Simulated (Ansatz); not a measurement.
Here is the system:

Rh (fcc, Cu type)

```
Rh
1.0
    3.83026     0.00000     0.00000
    0.00000     3.83026     0.00000
    0.00000     0.00000     3.83026
Rh
4
Cartesian
  0.00000   0.00000   0.00000
  1.91513   1.91513   0.00000
  1.91513   0.00000   1.91513
  0.00000   1.91513   1.91513
```

In this cell atom 1 (Rh, nearest neighbour Rh at 2.708 Å; its periodic images, 3.8 Å or more away, move with it) is moved by s towards the nearest neighbour, unit vector (-0.707, -0.707, 0.000); all other atoms and the cell stay fixed.

These are PBE (plane waves to 420 eV, PAW, scalar-relativistic; Ansatz, a quantum-chemistry and plane-wave program) values and carry that method's errors. k mesh 10×10×10 (Γ-centred), Fermi-Dirac smearing 0.05 eV. The energy includes the smearing's −TS. Left out: 4 of 11 points, with atoms too close for the PAW data. With partly filled bands, energies and forces of such displacements shift with the k mesh and the smearing. Rh is run without spin polarisation. Rh was relaxed with its symmetry unable to fall. The PAW data are Ansatz's earlier set. ΔE is measured from the undisplaced structure.

The scan covers s from -0.486 to 0.486 Å in 7 points.

Problem. Is the energy the same for equal positive and negative displacements?

Solution. Even: the same for both signs. With its periodic images moving along, the atom's site symmetry in this cell is m-3m.

Problem. What is the energy change at s = 0.486 Å?

Solution. 1538 meV/cell.

Problem. What force acts on the atom along the line at s = -0.486 Å?

Solution. 7.50 eV/Å.

Problem. What is the force constant k = d²E/ds² of this move at s = 0?

Solution. 10.7 eV/Å².

(A displaced cell: forces are minus the slopes of the energy, force constants its curvatures, and phonons follow from these.)
